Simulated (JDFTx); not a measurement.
An input for JDFTx (a modified build) (Si2H5 (SMILES [SiH2][SiH3]), charge 0, multiplicity 2; bohr, hartree):

```
lattice \
  16.5351035905 0.0000000000 0.0000000000 \
  0.0000000000 14.6453774658 0.0000000000 \
  0.0000000000 0.0000000000 14.1729459347
coords-type Cartesian
ion Si -1.9961300532 -0.2126886177 -0.5214835215 0
ion Si 2.2620429927 -0.1910778895 0.0278817554 0
ion H -3.5134301854 1.9917247871 0.1841757075 0
ion H -3.4958717907 -2.4153743591 0.2233447985 0
ion H 3.5134301854 -1.2676070762 -2.2065077087 0
ion H 3.1603575475 2.4153743591 0.3073694032 0
ion H 3.2657519225 -1.5919029136 2.2065077087 0
ion-species pseudo/si_pbe_v1.upf
ion-species pseudo/h_pbe_v1.4.upf
elec-cutoff 20 100
elec-ex-corr gga-PBE
symmetries none
coulomb-interaction Isolated
coulomb-truncation-embed 0 0 0
elec-n-bands 7
spintype z-spin
elec-initial-magnetization 1 yes
electronic-scf nIterations 100 energyDiffThreshold 1e-8
dump-name s0.$VAR
dump End State Ecomponents EigStats BandEigs Forces ElecDensity IonicPositions
```

### Question
What happens when this is run, and what should be changed?

### Answer
It stops during set-up with
```
Atom 3 lies within the margin of 5 bohrs from the truncation boundary.
Expand unit cell, or if absolutely sure, reduce coulomb-truncation-ion-margin.
Failed.
```
The box is too small for the truncated Coulomb interaction: enlarge the cell, or lower coulomb-truncation-ion-margin if the density is known to be confined.
